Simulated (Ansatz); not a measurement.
Relaxed-ion elastic tensor of La (simple cubic, space group No. 221) in GPa (Voigt order), plane-wave PAW PBE (Ansatz code); density 6.26 g/cm³, 36.87 Å³ per atom.

```
      1     2     3     4     5     6
-  ----  ----  ----  ----  ----  ----
1  48.0  10.9  10.9   0.0   0.0   0.0
2  10.9  48.0  10.9   0.0   0.0   0.0
3  10.9  10.9  48.0   0.0   0.0   0.0
4   0.0   0.0   0.0  -0.9   0.0   0.0
5   0.0   0.0   0.0   0.0  -0.9   0.0
6   0.0   0.0   0.0   0.0   0.0  -0.9
```

Task: Is the crystal mechanically stable?

Result: On the edge, within the error: the smallest eigenvalue of C is -0.9 GPa.

Space group Pm-3m (simple cubic). The cell is a constructed one: a structure type filled with these elements; neither database checked (COD, Materials Project) lists it. It is not the phase usual at ambient conditions (space group No. 194). Symmetry was held in the PBE relaxation; phonons on a q-mesh show weakly imaginary modes. As this level gives no gap, shear constants depend on the k-mesh and smearing (Fermi–Dirac, 0.1 eV here). Scalar-relativistic: spin–orbit coupling is off unless named, which matters more the heavier the elements.

Potentials: the later of the program's two PAW sets.
